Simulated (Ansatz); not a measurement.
Below is a relaxed structure of SbP₂. The cell was found from a structure generator's guess, not taken from experiment.

All numbers below come from Ansatz 0.2.0, DFT PBE, scalar-relativistic, plane waves, PAW. Cutoff 420 eV, Γ-centred mesh, Gaussian smearing, no spin polarisation.

```
Sb P
1.0
     3.32967   -3.34738    0.00000
     3.32967    3.34738    0.00000
    -1.48657    0.00000    6.50835
Sb P
2 4
Direct
  0.00000 0.50000 0.00000
  0.50000 0.00000 0.50000
  0.17235 0.47987 0.41499
  0.52013 0.82765 0.08501
  0.82765 0.52013 0.58501
  0.47987 0.17235 0.91499
```

The zero of energy is the elements' standard structures at the same level; no fitted shifts are applied. The references include black phosphorus.

(1) Find its symmetry and describe it.

(2) What is its formation energy per atom?

(3) Is it a metal?

(4) From what recipe could a structure generator have reached it?

## Answers

(1) C2/c (No. 15). Conventional cell: a = 6.659 Å, b = 6.695 Å, c = 6.676 Å, β = 102.9°. Sb is surrounded by 6 P at 2.78–2.83 Å; P is surrounded by 1 P at 2.12 Å and 3 Sb at 2.78–2.83 Å.

(2) +0.23 eV/atom. It can't be a ground state, since the elements alone are lower.

(3) Yes, bands cross the Fermi level on the 8×8×6 mesh.

(4) One such recipe: 4-, 6-connected net, elements by coordination (C2/c, No. 15). Other recipes can lead to the same cell.

The last run used an 8×8×6 mesh (in the run's order of axes) for its 6-atom cell and Gaussian smearing of 0.10 eV. Spin–orbit coupling, which can matter for Sb, is left out. The reference form of P is held partly by dispersion forces, which this level lacks. A structure relaxed within its symmetry needn't be a true minimum.
